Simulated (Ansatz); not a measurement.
## TaSn2: pressure against volume

A database entry relaxed whole under r2SCAN (Fddd):

```
CELL_PARAMETERS angstrom
0.00000 4.91309 9.62552
2.83829 0.00000 9.62552
2.83829 4.91309 0.00000
ATOMIC_POSITIONS crystal
Ta 0.87738 0.87738 0.62262
Ta 0.62262 0.62262 0.87738
Ta 0.37262 0.37262 0.62738
Ta 0.62738 0.62738 0.37262
Sn 0.91786 0.58214 0.91786
Sn 0.58214 0.91786 0.58214
Sn 0.33214 0.66786 0.33214
Sn 0.66786 0.33214 0.66786
Sn 0.16887 0.16887 0.33113
Sn 0.33113 0.33113 0.16887
Sn 0.08113 0.08113 0.91887
Sn 0.91887 0.91887 0.08113
```

The cell was scaled uniformly, its shape held, and the atoms relaxed at each volume with plane-wave PAW DFT (Ansatz 0.2.0; r2SCAN, 500 eV, 6×6×6 Γ-centred mesh, fermi-dirac occupations of width 0.100 eV; no spin, no spin-orbit coupling). One row is withheld.

```tsv
volume (Å³/atom)	energy over the lowest (meV/atom)	pressure (GPa)
21.029	31.2	7.95
21.476	13.3	5.00
21.924	3.1	2.37
22.371	0.0	0.01
22.818	3.1	-2.10
23.266	?	?
23.713	25.4	-5.66
```

Task: Fit the pressures of the other rows to the third-order Birch-Murnaghan form.

Result: With f = [(V₀/V)^(2/3) − 1]/2 and P = 3B₀f(1 + 2f)^(5/2)[1 + 3(B₀′ − 4)f/2], least squares gives V₀ = 22.37 Å³ an atom, B₀ = 111 GPa and B₀′ = 4.6; the rows miss the fit by less than 0.01 GPa. The slope of the energies differs from these pressures by 0.05 GPa, since they are taken to zero smearing while pressures follow the free energy.

Task: What does the withheld row hold?

Result: The fit gives -3.98 GPa at 23.266 Å³; the run gave -3.98 GPa and 11.7 meV an atom.

Caveats: the shape of the cell was held, so B₀ is an upper bound where the axes differ in stiffness; 0 K, fixed nuclei; the symmetry was kept, and this need not be the phase that is stable at 0 K; one mesh for all volumes; every run is gapless at this level; pressure is positive in compression.
